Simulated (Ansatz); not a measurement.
AgAu:
```
CELL_PARAMETERS angstrom
      2.90907     0.00000     0.00000
      0.00000     2.90907     0.00000
      0.00000     0.00000     4.21541
ATOMIC_POSITIONS crystal
  Ag 0.50000 0.50000 0.50000
  Au 0.00000 0.00000 0.00000
```

Relaxed with PBE. Special points in fractions of this cell's reciprocal vectors: Γ (0.000, 0.000, 0.000); X (0.000, 0.500, 0.000); M (0.500, 0.500, 0.000); Z (0.000, 0.000, 0.500); R (0.000, 0.500, 0.500); A (0.500, 0.500, 0.500).

List the band energies nearest the Fermi level at these points for DFT-PBE with spin–orbit coupling in the program Ansatz with PAW potentials.

In eV from the Fermi level; about four levels below and three above (degenerate sets whole), none deeper than 8.9 eV; points with the same levels are listed once.

| k | below | above |
|---|---|---|
| Γ | -2.31 -2.31 -1.60 -1.60 | 1.08 1.08 5.76 5.76 |
| X | -0.53 -0.53 -0.03 -0.03 | 8.09 8.09 8.29 8.29 |
| M | -1.78 -1.78 -1.28 -1.28 | 1.16 1.16 1.78 1.78 |
| Z | -2.97 -2.97 -2.14 -2.14 | 12.95 12.95 14.48 14.48 |
| R | -0.78 -0.78 -0.28 -0.28 | 2.27 2.27 4.21 4.21 |
| A | -2.56 -2.56 -1.46 -1.46 | 4.66 4.66 4.85 4.85 |

Space group P4/mmm (L1₀ or tetragonal B2). The start of the workflow was typed in or built on a structure type; neither database checked (COD, Materials Project) lists it. Its standing as an ambient phase is unchecked. The cell was relaxed with PBE under the symmetry of its start; whether a distortion lowers the energy is not shown. No spin polarisation was allowed.

Potentials: the earlier of the program's two PAW sets.
